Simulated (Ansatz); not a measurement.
A geometry of TiPd away from equilibrium: the start of the relaxation of a relaxed TiPd cell, doubled along one cell vector, shaken by Gaussian noise of σ = 0.08 Å a coordinate. Level of theory: PBE (plane waves to 420 eV, PAW, scalar-relativistic; Ansatz, a program for electronic structure). Γ-centred k-mesh 9×9×6 on the run's cell (coarser than for final values), Fermi–Dirac smearing 0.05 eV.

```xyz
8
Lattice="-1.9421 1.9421 4.1564 1.9421 -1.9421 4.1564 3.8841 3.8841 -8.3129" Properties=species:S:1:pos:R:3 pbc="T T T"
Ti     0.0125     2.1225     2.0804
Ti     1.8362     3.8100    -2.0391
Ti    -0.1131    -0.0349     0.1556
Ti     1.9139     2.0250    -4.3677
Pd    -0.0776     0.0967     4.1306
Pd     1.8818     1.8899    -0.1806
Pd     2.0781    -0.1401     2.1885
Pd     3.8232     1.9310    -2.1007
```

Predict the force on each atom, in eV/Å.


| atom | Fx | Fy | Fz |
|---|---|---|---|
| Ti1 | -0.13 | -1.32 | -0.80 |
| Ti2 | 0.73 | 0.02 | -0.63 |
| Ti3 | 0.17 | 0.02 | -0.54 |
| Ti4 | 0.25 | -0.28 | 1.51 |
| Pd5 | 0.27 | -0.23 | 0.02 |
| Pd6 | 0.78 | 0.44 | 2.55 |
| Pd7 | -2.69 | 0.64 | -1.59 |
| Pd8 | 0.61 | 0.70 | -0.54 |

What is the pressure?

+4.5 GPa, compression positive.

How much energy per atom can still be gained by relaxing?

0.11 eV/atom; the path ends in I4₁/amd (No. 141).

No spin polarisation in the result.

The end of the path is a generated cell of TiPd: the first start was made by placing the elements on the sites of a structure type, and the end was not matched to a known phase here, so it may be hypothetical.
